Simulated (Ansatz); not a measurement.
## Compressing HfRuP: a fit and a missing row

HfRuP, P-62m, a = 6.370 Å, c = 3.751 Å. The structure is a Materials Project entry; whether it is the stable form wasn't checked. Ansatz: PBEsol, PAW, 420 eV, Γ-centred 6×6×10 mesh on 9 atoms, Gaussian smearing 0.10 eV; no spin polarisation. Shape and atoms are relaxed at each volume; pressure is positive in compression.

```
V (Å³/atom) P (GPa)
     13.768        ?
     14.207     7.78
     14.646     0.01
     15.086    -6.59
     15.525   -12.17
```

Q: Take V0 = 14.646 Å³/atom, count pressures from its P0 = 0.01 GPa, fit the third-order Birch–Murnaghan form to the other rows, and predict the missing pressure.

A: With the Eulerian strain f = ½[(V0/V)^(2/3) − 1] and y = (P − P0)/[3f(1 + 2f)^(5/2)], the form is the line y = B0 + 1.5 B0 (B0′ − 4) f. Rows (f, y): 0.01025, 240.2; -0.00977, 236.6; -0.01906, 234.7. Means f = -0.006193, y = 237.17; Σ(Δf)² = 0.0004487, ΣΔfΔy = 0.08364; the slope is their ratio. y = 238.3 + 186.4 f GPa, so B0 = 238.3 GPa and B0′ = 4 + 2 × (186.4)/(3 × 238.3) = 4.52. At V = 13.768, f = 0.02104, y = 242.22 and P = 16.96 GPa. The run gave 16.94 GPa, so the fit is 0.02 GPa too high, a small miss on the scale of the series. The form still works here, 33 % of the fitted range beyond its end.

Spin–orbit coupling is left out, which can shift energies with elements as heavy as these.